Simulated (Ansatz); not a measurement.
# Piezoelectric tensor of SiC

These are results of DFT PBE0, scalar-relativistic, plane waves, PAW in Ansatz, not measurements. Cutoff 420 eV, 6×6×6 k-points (Γ-centred), fixed occupations. No spin polarisation.

The cell is fixed (symmetry leaves no force on the atoms) and stands under 0.1 GPa:
```
CELL_PARAMETERS angstrom
0.00000 2.17370 2.17370
2.17370 0.00000 2.17370
2.17370 2.17370 0.00000
ATOMIC_POSITIONS crystal
Si 0.00000 0.00000 0.00000
C 0.25000 0.25000 0.25000
```

The cell is the ideal cubic zincblende prototype.

(1) Give the relaxed-ion proper piezoelectric stress tensor e_iJ (C/m², Voigt columns xx yy zz yz xz xy).

(2) With the elastic constants (GPa, Voigt order)
```
417.6 141.6 141.6   0.0   0.0   0.0
141.6 417.6 141.6   0.0   0.0   0.0
141.6 141.6 417.6   0.0   0.0   0.0
  0.0   0.0   0.0 260.9   0.0   0.0
  0.0   0.0   0.0   0.0 260.9   0.0
  0.0   0.0   0.0   0.0   0.0 260.9
```
find the strain coefficients d = e·C⁻¹ (pC/N).

Answers

(1)
```
x    0.000  0.000  0.000 -0.014  0.000  0.000
y    0.000  0.000  0.000  0.000 -0.014  0.000
z    0.000  0.000  0.000  0.000  0.000 -0.014
```
Signs follow the orientation of the cell as given.

(2)
```
x    0.00  0.00  0.00 -0.06  0.00  0.00
y    0.00  0.00  0.00  0.00 -0.06  0.00
z    0.00  0.00  0.00  0.00  0.00 -0.06
```

Cost: 1 run of about 9.1 core-minutes, on Arm Neoverse V2 (shared hosts).